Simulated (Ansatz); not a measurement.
AlGa₃N₄:
```cif
data_AlGa3N4
_chemical_formula_sum 'Ga3 N4 Al1'
_space_group_name_H-M_alt 'P3m1'
_space_group_IT_number 156
_space_group_name_Hall 'P 3 -2"'
_cell_length_a 3.16332
_cell_length_b 3.16332
_cell_length_c 10.27828
_cell_angle_alpha 90.000
_cell_angle_beta 90.000
_cell_angle_gamma 120.000
loop_
_atom_site_label
_atom_site_type_symbol
_atom_site_symmetry_multiplicity
_atom_site_Wyckoff_symbol
_atom_site_fract_x
_atom_site_fract_y
_atom_site_fract_z
_atom_site_occupancy
Ga1 Ga 1 c 0.66667 0.33333 0.00274 1
N1 N 1 c 0.66667 0.33333 0.19287 1
Ga2 Ga 1 a 0.00000 0.00000 0.25545 1
N2 N 1 a 0.00000 0.00000 0.44565 1
Ga3 Ga 1 c 0.66667 0.33333 0.50858 1
N3 N 1 c 0.66667 0.33333 0.69936 1
Al1 Al 1 a 0.00000 0.00000 0.75500 1
N4 N 1 a 0.00000 0.00000 0.93904 1
```

Relaxed with r²SCAN. Plane-wave PAW r²SCAN (Ansatz code) gives a gap of 2.80 eV.

Question: What gap does HSE06 give on the same cell (Ansatz, PAW)?

Answer: 3.64 eV, 0.84 eV more. The hybrid was solved on a coarser mesh and at special points; the gap given is the minimum over both.

```tsv
k	v1 r²SCAN	c1 r²SCAN	v1 HSE06	c1 HSE06
Γ	0.00	2.80	0.00	3.64
A	-0.05	3.73	___	___
K	-1.38	5.51	-1.42	6.22
H	-2.06	6.18	___	___
M	-1.01	4.95	___	___
L	-1.25	4.71	___	___
```

Question: Top valence (v1) and lowest conduction level (c1) in eV from each method's valence maximum (which need not be a listed point): supply the withheld HSE06 values.

Answer: 
- M, v1 HSE06: -1.06
- M, c1 HSE06: 5.70
- L, v1 HSE06: -1.32
- L, c1 HSE06: 5.46
- H, v1 HSE06: -2.14
- H, c1 HSE06: 6.91
- A, v1 HSE06: -0.05
- A, c1 HSE06: 4.59

Cost on shared cores: the r²SCAN run (SCF on a 10×10×3 mesh, then bands and DOS) roughly 2.1 core-minutes, the HSE06 run (SCF on 6×6×2, then a few points) very roughly 3 core-minutes; the tasks are unlike.

The start of the workflow was typed in or built on a structure type; neither database checked (COD, Materials Project) lists it. Its standing as an ambient phase is unchecked. The r²SCAN relaxation kept the symmetry of its start; whether a distortion lowers the energy is not shown. Scalar-relativistic: spin–orbit coupling is off unless named, which matters more the heavier the elements.

Potentials: the earlier of the program's two PAW sets.
